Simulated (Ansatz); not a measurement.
The elements of this relaxed trial crystal are hidden behind letters.

```
lattice vectors (Å)
   3.1876   -5.4824    0.0000
   3.1876    5.4824    0.0000
   0.0000    0.0000    4.3645
fractional positions
X 0.8146 0.8146 0.0000
X 0.1854 0.1854 0.0000
Z 0.0000 0.5000 0.0000
Z 0.5000 0.0000 0.0000
Q 0.0000 0.0000 0.5000
```

The calculation used Ansatz, DFT PBE, scalar-relativistic, plane waves, PAW. Settings of the last relaxation (5-atom cell): 420 eV, 8×8×10 k points, Gaussian smearing of 0.10 eV, no spin polarisation.

* Space group: Cmmm (No. 65)
* Conventional cell: a = 6.375 Å, b = 10.965 Å, c = 4.364 Å
* Volume per atom: 30.51 Å³
* Density: 5.15 g/cm³
* Formation energy: +0.08 eV/atom
* Gap on the 8×8×10 mesh of the 5-atom cell: 0 eV (a metal)

Energies are uncorrected and count from the elements' standard states at the same level.

Question: X is a d-block element of period 5, Z is a p-block element of period 5 and Q is a p-block element of period 3. Which elements are they?

Answer: X = Nb, Z = Te, Q = S, so the formula is Nb2Te2S. Density times volume gives a mean mass of 5.15 × 30.51/1.6605 = 94.6 u per atom, and this set has 94.6 u. Around Nb lie 1 Nb at 2.36 Å, 2 S at 2.48 Å and 2 Te at 2.77 Å; Te is surrounded by 2 Nb at 2.77 Å and 2 Te at 3.19 Å; S is surrounded by 4 Nb at 2.48 Å. Other sets within the hints have nearly the same mass, so mass alone doesn't settle it; this one was computed.

These runs have no spin–orbit coupling, which can matter for Te. Symmetry constrained the relaxation, so the result can be a saddle point. Another cell of Nb2Te2S relaxed alike, in P-3m1, lies 0.70 eV/atom lower, so this cell isn't the stable form at this level.
